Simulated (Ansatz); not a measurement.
ZrMo in space group Cmcm (No. 63; Zr on 4c, Mo on 4c), plane-wave PAW PBEsol (Ansatz code), all energies at zero smearing, with the estimated change up to a 700 eV cutoff added, with one set of potentials and settings (totals compare only within such a set). Cell of 4 atoms (2 Zr, 2 Mo): -18051.270 eV.

| element | reference phase | E (eV/atom) |
|---|---|---|
| Zr | P6/mmm, 3 atoms in the cell | -4128.6456 |
| Mo | Im-3m, 1 atoms in the cell | -4897.4695 |

Formation energy per atom, worked out: (-18051.270 − 2×(-4128.6456) − 2×(-4897.4695))/4 = 0.240 eV/atom (23 kJ per mol of atoms), at 0 K, without zero-point energy or fitted corrections.

The start of the workflow was typed in or built on a structure type; neither database checked (COD, Materials Project) lists it. Whether it is the stable phase at ambient conditions was not checked. Symmetry was held in the PBEsol relaxation; whether a distortion lowers the energy is not shown. The run is not spin-polarised. Its formation energy is positive at this level, so the cell may be metastable or incomplete. The references are the lowest solids computed at this level, not always the standard phases.

Potentials: the later of the program's two PAW sets.
